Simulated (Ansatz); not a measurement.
What does Ansatz print for the nuclei with this input?

The cell is a COD entry.

```yaml
crystal:
  lattice:
    - [6.42, 0.0, 0.0]
    - [0.0, 6.42, 0.0]
    - [0.0, 0.0, 6.42]
  atoms:
    - { symbol: Sb, position: [0.38, 0.38, 0.38] }
    - { symbol: Sb, position: [0.12, 0.62, 0.88] }
    - { symbol: Sb, position: [0.88, 0.12, 0.62] }
    - { symbol: Sb, position: [0.62, 0.88, 0.12] }
    - { symbol: Sb, position: [0.62, 0.62, 0.62] }
    - { symbol: Sb, position: [0.88, 0.38, 0.12] }
    - { symbol: Sb, position: [0.12, 0.88, 0.38] }
    - { symbol: Sb, position: [0.38, 0.12, 0.88] }
    - { symbol: Pt, position: [0.0, 0.0, 0.0] }
    - { symbol: Pt, position: [0.5, 0.0, 0.5] }
    - { symbol: Pt, position: [0.5, 0.5, 0.0] }
    - { symbol: Pt, position: [0.0, 0.5, 0.5] }
kpoints:
  mp_grid: { grid: [5, 5, 5] }
scf:
  occupations: { method: fermi_dirac, width: 0.05 }
hamiltonian:
  xc: pbe
  pseudopotentials: { kind: paw }
output:
  forces: true
  stress: true
  populations: true
  efg: { quadrupole_moments_barn: { Sb: -0.543 }, contact_densities: true }
```

```sh
ansatz run input.yaml --threads 1 --pin off --max-ram 3072MiB --backend cpu --events-out ev --progress --plain --runs-dir out
```

Of the output, the block on the nuclei alone is shown; the set-up, the SCF iterations, energies, forces and stress are cut. One atom of each set with nearly equal values is shown.

```
--- PAW observables at the nuclei: V_zz in 10²¹ V/m², potentials from the cell's mean, atoms counted from 1 ---
  atom   1  Sb V_zz =    +3.705845   η = 0.0000   by run symmetry: allowed   C_q = -48.6566 MHz
            electrostatic potential = -8415.850698 V   contact ρ = 1350073.617065 e/Å³
  atom   9  Pt V_zz =    -6.884264   η = 0.0000   by run symmetry: allowed
            electrostatic potential = -16118.240087 V   contact ρ = 12084575.010892 e/Å³
```

Hardware: 1 thread of Arm Neoverse V2 (aarch64; 28 cores open to the job, memory cap 3.0 GiB, no GPU), a shared host with a load of 0.2 a core. Wall time 27 s, CPU time 27 s, peak memory 0.69 GiB.

At this cell the PBE pressure is 8 GPa, so with PBE the cell would grow if it were relaxed. The largest force is 1.2 eV/Å, so the atoms aren't at the calculated equilibrium and relaxing them would move these values. Spin–orbit coupling is left out, which shifts gradients on Pt by a few per cent in wide-gap crystals, and can shift them far more where the calculated gap is small or absent, as here. With a gap of 0.20 eV under a smearing of 0.05 eV the band edges are partly filled, so small gradients can hang on the smearing and the k-mesh. With these PAW files V_zz is typically within 2 to 3 % of all-electron values, but misses above 10 % occur on Sb.
